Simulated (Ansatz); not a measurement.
In the program Ansatz at the PBE+D3(BJ) level (PAW), GeSe in the orthorhombic phase (Pmn2_1; Ge on 2a, Se on 2a) relaxes to a = 3.932 Å, b = 5.771 Å, c = 4.259 Å. Against the elements it lies at -0.27 eV/atom, with no fitted shifts.

The Kohn–Sham gap is 0.53 eV (indirect). Electrons at the band edge weigh 0.26, 0.35, 0.45 mₑ (principal values). The hole mass is 0.13, 0.31, 2.9 mₑ (principal values).

The start of the workflow was typed in or built on a structure type; neither database checked (COD, Materials Project) lists it. It is not the phase usual at ambient conditions (space group No. 62). The cell was relaxed with PBE+D3(BJ) under the symmetry of its start; its stability against distortions is not shown here. The volume moved by -20 % from the start of the relaxation. The references are the lowest solids computed at this level, not always the standard phases. Scalar-relativistic: spin–orbit coupling is off unless named, which matters more the heavier the elements.

Potentials: the earlier of the program's two PAW sets.
